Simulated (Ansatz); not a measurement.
Relaxed-ion elastic tensor of GaBi (zinc blende, space group No. 216) in GPa (Voigt order), DFT-PBEsol in the program Ansatz with PAW potentials; density 7.29 g/cm³, 31.75 Å³ per atom.

|  | 1 | 2 | 3 | 4 | 5 | 6 |
|---|---|---|---|---|---|---|
| 1 | 60.3 | 32.3 | 32.3 | 0.0 | 0.0 | 0.0 |
| 2 | 32.3 | 60.3 | 32.3 | 0.0 | 0.0 | 0.0 |
| 3 | 32.3 | 32.3 | 60.3 | 0.0 | 0.0 | 0.0 |
| 4 | 0.0 | 0.0 | 0.0 | 25.4 | 0.0 | 0.0 |
| 5 | 0.0 | 0.0 | 0.0 | 0.0 | 25.4 | 0.0 |
| 6 | 0.0 | 0.0 | 0.0 | 0.0 | 0.0 | 25.4 |

Problem. Is the crystal mechanically stable?

Solution. Yes: the smallest eigenvalue of C is 25.4 GPa.

Problem. Work out the Voigt, Reuss and Hill averages.

Solution. K_V = 41.7, K_R = 41.7, K_H = 41.7; G_V = 20.9, G_R = 19.2, G_H = 20.0 GPa.

Problem. Give Young's modulus, Poisson's ratio, Pugh's ratio and the universal anisotropy index.

Solution. E = 9KG/(3K + G) = 51.8 GPa; ν = 0.29; K/G = 2.08 (ductile by the Pugh limit of 1.75); A_U = 5G_V/G_R + K_V/K_R − 6 = 0.44.

Problem. Estimate the sound speeds and the Debye temperature.

Solution. v_l = √((K + 4G/3)/ρ) = 3060 m/s, v_t = √(G/ρ) = 1660 m/s, mean 1850 m/s; Θ = (h/k)(3n/4πV)^(1/3) v_m = 174 K.

Problem. Give the Zener ratio and Young's modulus along [100], [110] and [111].

Solution. A = 2C44/(C11 − C12) = 1.82; 1/E = S11 − 2(S11 − S12 − S44/2)Γ with Γ = 0, 1/4, 1/3 gives 37.7, 54.2, 63.4 GPa.

Space group F-43m (zinc blende). The workflow started from a Materials Project entry (that database holds measured and hypothetical structures alike); the Crystallography Open Database copy checked does not list it. With Ga and Bi taken as one species the cell has the higher symmetry Fd-3m, so it may be an ordered model of a mixed-site phase. Its standing as an ambient phase is unchecked. The PBEsol relaxation kept the symmetry of its start; its stability against distortions is not shown here. As this level gives no gap, shear constants depend on the k-mesh and smearing (Fermi–Dirac, 0.1 eV here). Scalar-relativistic: spin–orbit coupling is off unless named, which matters more the heavier the elements.

Potentials: the later of the program's two PAW sets.
